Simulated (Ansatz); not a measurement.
# Data sheet: TaTe (DFT)

TaTe:
```
TaTe
1.0
    1.77963    -5.03339     0.00000
    1.77963     5.03339     0.00000
    0.00000     0.00000     4.68994
Te Ta
2 2
Direct
  0.63745   0.36255   0.25000
  0.36255   0.63745   0.75000
  0.92135   0.07865   0.25000
  0.07865   0.92135   0.75000
```

Space group Cmcm (No. 63); conventional cell a = 3.5593 Å, b = 10.0668 Å, c = 4.6899 Å, α = β = γ = 90.00°.

Method: PBEsol (plane waves, PAW; program Ansatz). The cell and atoms are relaxed at this level. Other levels are named where they apply.

**Cell and energy**

```
Item                                                          Result
-----------------------------------------------------  -------------
Volume per atom                                             21.01 Å³
Density                                                  12.20 g/cm³
Formation energy from the elements (no fitted shifts)  0.039 eV/atom
```

**Electronic structure**

```
Property                                                                     Value
------------------------------------  --------------------------------------------
Electronic character                                             metallic (no gap)
Density of states at the Fermi level  0.80 states/eV per atom (mean over ±0.08 eV)
Gap with spin–orbit coupling                                       none (metallic)
```

**Mechanics**

```
Item                                 Result
----------------------------------  -------
Bulk modulus (Birch–Murnaghan fit)  119 GPa
Pressure derivative B′                  4.7
```

**Phonons**

```
Quantity                                       Result
-----------------------------  ----------------------
Highest zone-centre frequency               200 cm^-1
Zone-centre stability          no imaginary mode at Γ
```

The start of the workflow was typed in or built on a structure type; neither database checked (COD, Materials Project) lists it. Its standing as an ambient phase is unchecked. Symmetry was held in the PBEsol relaxation. No spin polarisation was allowed. As this level gives no gap, phonon frequencies hold no LO–TO term and depend on the k-mesh and smearing (Fermi–Dirac, 0.1 eV here). The references are the lowest solids computed at this level, not always the standard phases. Spin–orbit coupling is left out wherever it is not named.

Potentials: the earlier of the program's two PAW sets. The files were generated under PBE; for other functionals the program regenerates the frozen cores, and for LDA and PBEsol the local potential too.
